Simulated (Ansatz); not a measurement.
Relaxed-ion elastic tensor of NbAg (rock salt, Fm-3m) in GPa (Voigt order), PBEsol in the plane-wave PAW code Ansatz; density 8.56 g/cm³, 19.48 Å³ per atom.

```tsv
	1	2	3	4	5	6
1	292	56.4	56.4	0.0	0.0	0.0
2	56.4	292	56.4	0.0	0.0	0.0
3	56.4	56.4	292	0.0	0.0	0.0
4	0.0	0.0	0.0	-12.4	0.0	0.0
5	0.0	0.0	0.0	0.0	-12.4	0.0
6	0.0	0.0	0.0	0.0	0.0	-12.4
```

**Question.** Is the crystal mechanically stable?

**Answer.** No: the smallest eigenvalue of C is -12.4 GPa.

The start of the workflow was typed in or built on a structure type; neither database checked (COD, Materials Project) lists it. Its standing as an ambient phase is unchecked. The cell was relaxed with PBEsol under the symmetry of its start. At this level the phase is mechanically unstable. No spin polarisation was allowed. Its formation energy is positive at this level, so the cell may be metastable or incomplete. As this level gives no gap, shear constants depend on the k-mesh and smearing (Fermi–Dirac, 0.1 eV here).

Potentials: the earlier of the program's two PAW sets. The files were generated under PBE; for other functionals the program regenerates the frozen cores, and for LDA and PBEsol the local potential too.
